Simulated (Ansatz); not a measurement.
# Calculated electrostatic potentials at the Na nuclei for Na₄AlZnP₃O₁₂

Cell: a Materials Project structure (computed, not necessarily an observed phase), atoms as given.

Space group R3c:H (No. 161); a = 8.8887, c = 21.5284 Å, γ = 120.00°.

| site | Wyckoff | site symmetry | x | y | z |
| --- | --- | --- | --- | --- | --- |
| Na1 | 18b | 1 | 0.3052 | 0.3417 | 0.5817 |
| Na7 | 6a | 3. | 0.0000 | 0.0000 | 0.4974 |
| Al | 6a | 3. | 0.0000 | 0.0000 | 0.6490 |
| Zn | 6a | 3. | 0.0000 | 0.0000 | 0.3473 |
| P | 18b | 1 | 0.9573 | 0.3270 | 0.5839 |
| O19 | 18b | 1 | 0.2166 | 0.0276 | 0.3097 |
| O25 | 18b | 1 | 0.7949 | 0.9651 | 0.6932 |
| O31 | 18b | 1 | 0.0100 | 0.8186 | 0.4115 |
| O37 | 18b | 1 | 0.9692 | 0.1560 | 0.5888 |

One atom of each set is listed; the run and its k-mesh use a cell of 42 atoms with edges of 8.82, 8.82, 8.82 Å.

Level of theory: DFT, PBE, plane waves and PAW, scalar-relativistic, 420 eV cutoff, Γ-centred 3×3×3 k-points, Fermi–Dirac smearing 0.02 eV (Ansatz 0.2.0).

The potential at a nucleus is that of all electrons and the other nuclei. A higher potential binds the core electrons more strongly, so differences between sites of one element are the initial-state part of core-level shifts.

(1) Rank the Na sites by the potential at the nucleus, lowest first, and give each against the lowest.
A. Na1: 8 O at 2.37–2.89 Å; also 1 O at 3.27 Å
B. Na7: 6 O at 2.48–2.50 Å

Results:

(1) A (0.00 V), B (0.25 V).
